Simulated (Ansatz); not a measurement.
## Lattice vibrations of LiH at Γ at -1.1 GPa

These are results of DFT LDA, scalar-relativistic, plane waves, PAW in Ansatz, not measurements. Plane waves to 420 eV; Γ-centred k mesh 10×10×10; fixed occupations. No spin polarisation. Phonons by linear response, acoustic sum rule imposed.

The cell is fixed (symmetry leaves no force on the atoms) and stands under -1.1 GPa:
```yaml
crystal:
  lattice:
    - [0.00000, 1.97390, 1.97390]
    - [1.97390, 0.00000, 1.97390]
    - [1.97390, 1.97390, 0.00000]
  atoms:
    - { symbol: Li, position: [0.00000, 0.00000, 0.00000] }
    - { symbol: H, position: [0.50000, 0.50000, 0.50000] }
```

The cell is the ideal cubic rocksalt prototype. The run warned that the force constants aren't converged on this k mesh, so the frequencies and all that is formed from them are rough.

Question: Give the high-frequency dielectric tensor ε∞.

Answer:
```
4.91 0.00 0.00
0.00 4.91 0.00
0.00 0.00 4.91
```

Question: Give the Born effective charges.

Answer:
```json
{"atom": "Li (atom 1)", "Z*xx": "1.03", "Z*yy": "1.03", "Z*zz": "1.03", "mean": "1.03"}
{"atom": "H (atom 2)", "Z*xx": "-1.03", "Z*yy": "-1.03", "Z*zz": "-1.03", "mean": "-1.03"}
```

Question: How large is the static dielectric tensor with the ions free to move, and what share of it is ionic?

Answer:
```
14.9  0.0  0.0
 0.0 14.9  0.0
 0.0  0.0 14.9
```
The ions give 67 % of its trace.